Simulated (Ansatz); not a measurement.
# CoW: which magnetic state is lowest?

The calculation used DFT PBE, scalar-relativistic, plane waves, PAW in Ansatz.

```cif
data_structure
_symmetry_space_group_name_H-M 'P 1'
_symmetry_Int_Tables_number 1
_cell_length_a 4.5712
_cell_length_b 4.5712
_cell_length_c 4.5712
_cell_angle_alpha 34.443
_cell_angle_beta 34.443
_cell_angle_gamma 34.443
_cell_volume 27.26
loop_
_atom_site_label
_atom_site_type_symbol
_atom_site_fract_x
_atom_site_fract_y
_atom_site_fract_z
_atom_site_occupancy
Co1 Co 0.00000 0.00000 0.00000 1
W1 W 0.50000 0.50000 0.50000 1
```

```
plane-wave cutoff                               : 420 eV
Γ-centred k-mesh                                : 18×18×18
occupation rule                                 : Gaussian smearing, 0.1 eV
list of starting moments (μB, in atom order)    : 2 0
check for lower electronic states after the SCF : off
```

All runs keep this geometry, which isn't relaxed for the lowest state (largest force there 0.000 eV/Å, pressure 0.5 GPa) and needn't be a stable compound; relaxing each order can shift differences of a few meV. A propagation vector, in units of the reciprocal vectors, doubles the cell, which takes an equally dense mesh. The large starts are 3.5 0 μB. The small starts are 0.5 0 μB. Site moments are spin moments in atom-centred spheres that scale with the neighbour distance. The states are those that the runs reached from these starts; a lower one can exist.

Task: Starts tried: no spin; ferromagnetic; large parallel starting moments; antiferromagnetic, doubled cell, propagation vector (0, 0, 1/2); antiferromagnetic, doubled cell, propagation vector (0, 1/2, 1/2); antiferromagnetic, doubled cell, propagation vector (1/2, 1/2, 1/2); small parallel starting moments. Which state comes out lowest, and what are the moments?

Result: The lowest state is antiferromagnetic, reached from the start “antiferromagnetic, doubled cell, propagation vector (1/2, 1/2, 1/2)”, with site moments (μB) Co +0.89, Co -0.89.

```csv
start,ends,energy above lowest (meV/atom),site moments (μB),gap on mesh (eV),P (GPa)
no spin,non-magnetic,16.0,none over 0.05,metal,-1.2
ferromagnetic,ferromagnetic,9.08,Co +0.70,metal,0.0
large parallel starting moments,ferromagnetic,9.08,Co +0.70,metal,0.0
"antiferromagnetic, doubled cell, propagation vector (0, 0, 1/2)",non-magnetic,16.0,none over 0.05,metal,-1.2
"antiferromagnetic, doubled cell, propagation vector (0, 1/2, 1/2)",non-magnetic,16.0,none over 0.05,metal,-1.2
"antiferromagnetic, doubled cell, propagation vector (1/2, 1/2, 1/2)",antiferromagnetic,0.00,"Co +0.89, Co -0.89",metal,0.5
small parallel starting moments,ferromagnetic,9.08,Co +0.70,metal,0.0
```